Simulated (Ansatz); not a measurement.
**A strain series on ZnSnN2 (ordering on rocksalt): epitaxial in the xy plane**

ZnSnN2 as one 4-atom ordering (R-3m) on the rocksalt lattice, relaxed with r2SCAN in Ansatz 0.2.0, then strained (epitaxial in the xy plane; changes of length per length, axes as in the cell below) with the atoms relaxed again within the symmetry that is left. Space group R-3m (No. 166), trigonal; conventional cell a = 3.167 Å, c = 15.449 Å, 11.19 Å³ an atom. Zn is surrounded by 6 N at 2.27 Å; Sn is surrounded by 6 N at 2.21 Å; N is surrounded by 3 Sn at 2.21 Å and 3 Zn at 2.27 Å. Spin-unpolarised throughout. Whether this structure exists isn't addressed.

```xyz
4
Lattice="1.5837 0.9143 5.1498 -1.5837 0.9143 5.1498 0.0000 -1.8287 5.1498" Properties=species:S:1:pos:R:3 pbc="T T T"
Zn    1.5837    0.9143    5.1498
Sn    0.0000    0.0000    7.7247
N     0.0000    0.0000    3.8078
N     0.0000    0.0000   11.6416
```

Gaps are the least over each mesh (HSE06 6×6×6 when unstrained) and the special points, which keep their unstrained names; stress is the change from the unstrained cell, compression positive.

```
strain (%)  free normal strain (%)  gap, HSE06 (eV)                 edges, HSE06  in-plane stress, r2SCAN (GPa)  energy rise, r2SCAN (meV/atom)
      -2.0                   +0.96            2.266  (-0.047, 0.177, -0.224) → F                              –                               –
      -1.0                   +0.48            2.088  (-0.023, 0.188, -0.211) → Γ                              –                               –
       0.0                    0.00            1.899  (-0.005, 0.195, -0.201) → Γ                           0.00                             0.0
      +1.5                   -0.69            1.605   (-0.193, 0.008, 0.201) → Γ                          -6.71                             7.2
```

Between zero and the nearest strains the slope of the HSE06 gap against strain is -0.189 eV per percent for negative and -0.196 for positive strain.

Spin-orbit coupling is left out, which matters wherever the heavy atoms make up the band edges.

Where an edge lies off the special points, it is a point of the mesh or the k point where a search put PBE's edge or least direct gap, reused for the other functionals, whose own edges may lie a little apart.

Coordinates of k points refer to the reciprocal vectors of the primitive cell of the runs.
